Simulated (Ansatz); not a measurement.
# Self-consistent states of RbVF3 (Pm-3m)

Level of theory: PBEsol+U, U = 4.0 eV, J = 0.9 eV (Liechtenstein form) on V d, fully localised double counting, scalar-relativistic datasets, 420 eV, PAW set soft_2 (made for PBE), 5×5×5 mesh, Gaussian smearing of 0.05 eV; plane-wave PAW code Ansatz.

```yaml
crystal:
  lattice:
    - [4.18200, 0.00000, 0.00000]
    - [0.00000, 4.18200, 0.00000]
    - [0.00000, 0.00000, 4.18200]
  atoms:
    - { symbol: Rb, position: [0.00000, 0.00000, 0.00000] }
    - { symbol: V, position: [0.50000, 0.50000, 0.50000] }
    - { symbol: F, position: [0.50000, 0.50000, 0.00000] }
    - { symbol: F, position: [0.00000, 0.50000, 0.50000] }
    - { symbol: F, position: [0.50000, 0.00000, 0.50000] }
```

The structure is that of a cell as deposited in COD, unrelaxed.

Cell and atoms stay fixed, and the cell was started in 11 ways, without spin–orbit coupling. The starts were built for 3 d electrons on V, a formal count that the converged states needn't keep. Starting moments of the plain starts: V2 3.00 μB (atoms counted from 1).

Energies count from the lowest free state found; constrained states (a lock kept on the moments, or spin off) can lie above or below free ones. A natural orbital (eigenvector of a shell's occupation matrix) is counted as filled above 0.75 (0.9 in a metal) and as partly filled from 0.35 up to that; ↑ and ↓ are the spin channels.

| state | reached from | ΔE (meV/atom) | gap (eV) | P (GPa) | cell spin moment (μB) | site spin moments (μB) | shell filling | Hubbard energy (eV/cell) | flags |
| --- | --- | --- | --- | --- | --- | --- | --- | --- | --- |
| 1 | ferromagnetic start, free, natural orbitals of the symmetric run filled by rank; total moment held at first, then free, 1.50 μB per cell; ferromagnetic start, free, symmetry kept, no search; 1 more | 0.0 | 2.84 | 0.3 | 3.00 | V 2.24 | V 3↑ 0↓, 3.50 e | 0.31 | – |
| 2 | site moments held at V2 2.13 μB (constrained) | 14.5 | 2.20 | – | 3.00 | V 2.14; F 0.05 | V 3↑ 0↓, 3.52 e | 0.33 | – |
| 3 | total moment locked, 2.70 μB per cell (constrained) | 121.8 | metal | 0.4 | 2.70 | V 2.05 | V 3↑ 0↓, 3.48 e | 0.60 | – |
| 4 | site moments held at V2 1.79 μB (constrained) | 174.5 | metal | – | 2.73 | V 1.78; F 0.08 | V 3↑ 0↓, 3.57 e | 0.67 | lock stalled near its target |
| 5 | total moment locked, 2.25 μB per cell (constrained) | 290.4 | metal | 0.5 | 2.25 | V 1.68 | V 0↑(+3 partly) 0↓, 3.52 e | 1.00 | – |
| 6 | total moment locked, 0.75 μB per cell (constrained) | 742.1 | metal | -4.1 | 0.75 | V 0.58 | V 0↑(+3 partly) 0↓(+3 partly), 3.62 e | 2.71 | – |
| 7 | total moment locked at zero, no site moments, 0.00 μB per cell (constrained) | 792.4 | metal | -4.4 | 0.00 | under 0.05 | V 0↑(+3 partly) 0↓(+3 partly), 3.63 e | 2.88 | – |
| 8 | no spin polarisation | 792.4 | metal | -4.4 | 0.00 | under 0.05 | V 0 filled, 3 partly in each spin, 3.63 e | 2.88 | – |

The lowest free state (state 1) has 3 d electrons in filled orbitals, 3 of them unpaired, the high-spin filling, a gap of 2.84 eV and a whole-number cell moment of 3 μB, as a collinear insulator must have. Its natural occupations are V2 spin up: 0.10 0.10 1.00 1.00 1.00; V2 spin down: 0.03 0.03 0.03 0.10 0.10. Since all bands are wholly filled or empty, the fractional occupations (0.10) come from mixing of the shell with the neighbours' orbitals (covalency), not from partly filled bands.

All 4 free starts end within 3 meV/atom of the lowest, so here the result hardly hangs on the start.

With one V ion in the cell, V moments can't oppose each other.

The lowest state found needn't be the ground state of this level of theory. For metallic states the mesh is coarse, so energy differences carry some meV/atom. U wasn't fitted or computed for this material, so the results show what this U gives and needn't match the real solid. Stress under a held lock on site moments or directions isn't converged. A gap on the mesh alone may shrink between mesh points. Site moments are integrated in small spheres and here fall short of the shell's N↑ − N↓.
